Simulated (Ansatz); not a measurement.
TiO₂ (anatase), relaxed and computed with several functionals in Ansatz (plane waves, PAW).

```json
[
 {"functional": "HSE06", "a (Å)": "3.761", "c (Å)": "9.590", "V (Å³/atom)": "11.30", "gap (eV)": "3.72", "B₀ by P(V) fit (GPa)": "200"},
 {"functional": "LDA", "a (Å)": "3.740", "c (Å)": "9.460", "V (Å³/atom)": "11.02", "gap (eV)": "2.09", "B₀ by P(V) fit (GPa)": "189"},
 {"functional": "r²SCAN", "a (Å)": "3.778", "c (Å)": "9.589", "V (Å³/atom)": "11.41", "gap (eV)": "2.53", "B₀ by P(V) fit (GPa)": "188"}
]
```

All cells were relaxed under the symmetry of their starts (and spin orders); stability against distortions was not tested throughout. Named crystals with no word on spin ran without spin polarisation.

Potentials: the earlier of the program's two PAW sets. The files were generated under PBE; for other functionals the program regenerates the frozen cores, and for LDA and PBEsol the local potential too.

Ansatz (a quantum-chemistry and plane-wave program) is a plane-wave DFT program.
